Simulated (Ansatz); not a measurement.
Given:

GaN:
```cif
data_Ga3N3
_chemical_formula_sum 'Ga3 N3'
_space_group_name_H-M_alt 'P 1'
_space_group_IT_number 1
_cell_length_a 3.12520
_cell_length_b 3.12520
_cell_length_c 7.35852
_cell_angle_alpha 90.000
_cell_angle_beta 90.000
_cell_angle_gamma 120.000
loop_
_space_group_symop_operation_xyz
  'x, y, z'
loop_
_atom_site_label
_atom_site_type_symbol
_atom_site_fract_x
_atom_site_fract_y
_atom_site_fract_z
_atom_site_occupancy
Ga1 Ga 0.50000 0.00000 0.50000 1
Ga2 Ga 0.00000 0.50000 0.16667 1
Ga3 Ga 0.50000 0.50000 0.83333 1
N1 N 0.50000 0.00000 0.00000 1
N2 N 0.00000 0.50000 0.66667 1
N3 N 0.50000 0.50000 0.33333 1
```

This is the PBEsol-relaxed structure.

Question: All from plane-wave PAW PBEsol (Ansatz code), unless another level is named. Estimate the electron effective mass.

Answer: 0.14 mₑ (isotropic).

Question: And the weight of the conduction-edge state by species (Voronoi cells)?

Answer: N 51 %, Ga 49 %.

Question: What about the valence-band maximum?

Answer: at A.

Space group P6_222. The start of the workflow was typed in or built on a structure type; neither database checked (COD, Materials Project) lists it. It is not the phase usual at ambient conditions (space group No. 186, 216). The cell was relaxed with PBEsol under the symmetry of its start; its stability against distortions is not shown here. Scalar-relativistic: spin–orbit coupling is off unless named, which matters more the heavier the elements.

Potentials: the later of the program's two PAW sets.

Edges and masses are those of Kohn–Sham bands, whose gap is no quasiparticle gap.
